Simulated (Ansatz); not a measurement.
NaCNO:
```cif
data_CNNaO
_chemical_formula_sum 'Na1 C1 N1 O1'
_space_group_name_H-M_alt 'P 1'
_space_group_IT_number 1
_cell_length_a 5.42867
_cell_length_b 5.42867
_cell_length_c 5.42867
_cell_angle_alpha 38.504
_cell_angle_beta 38.504
_cell_angle_gamma 38.504
loop_
_space_group_symop_operation_xyz
  'x, y, z'
loop_
_atom_site_label
_atom_site_type_symbol
_atom_site_fract_x
_atom_site_fract_y
_atom_site_fract_z
_atom_site_occupancy
Na1 Na 0.49519 0.49519 0.49519 1
C1 C 0.99905 0.99905 0.99905 1
N1 N 0.07758 0.07758 0.07758 1
O1 O 0.91816 0.91816 0.91816 1
```

Relaxed with r²SCAN.

Problem. Tabulate the valence density and the electron localisation function along the shortest Na–N contact (2.43 Å), r²SCAN (plane waves, PAW; program Ansatz).

Solution. 

```
distance from Na (Å)  density (e/Å³)   ELF
--------------------  --------------  ----
0.24                           15.67  0.35
0.36                           10.43  0.51
0.49                            5.37  0.60
0.61                            2.01  0.60
0.73                            0.61  0.44
0.85                            0.25  0.13
0.97                            0.14  0.03
1.09                            0.12  0.03
1.21                            0.15  0.16
1.33                            0.22  0.55
1.46                            0.35  0.80
1.58                            0.57  0.86
1.70                            0.94  0.88
1.82                            1.54  0.87
1.94                            2.38  0.82
2.06                            3.19  0.67
2.18                            3.62  0.38
```

The density is the valence pseudo-density with augmentation charge, so density and ELF within about 1 Å of a nucleus are not all-electron values.

Space group R3m. The first step of the workflow began from a Materials Project structure, measured or hypothetical; the Crystallography Open Database files this formula in space group No. 160, but the cells were not matched. Whether it is the stable phase at ambient conditions was not checked. The r²SCAN relaxation kept the symmetry of its start; whether a distortion lowers the energy is not shown.

Potentials: the later of the program's two PAW sets.
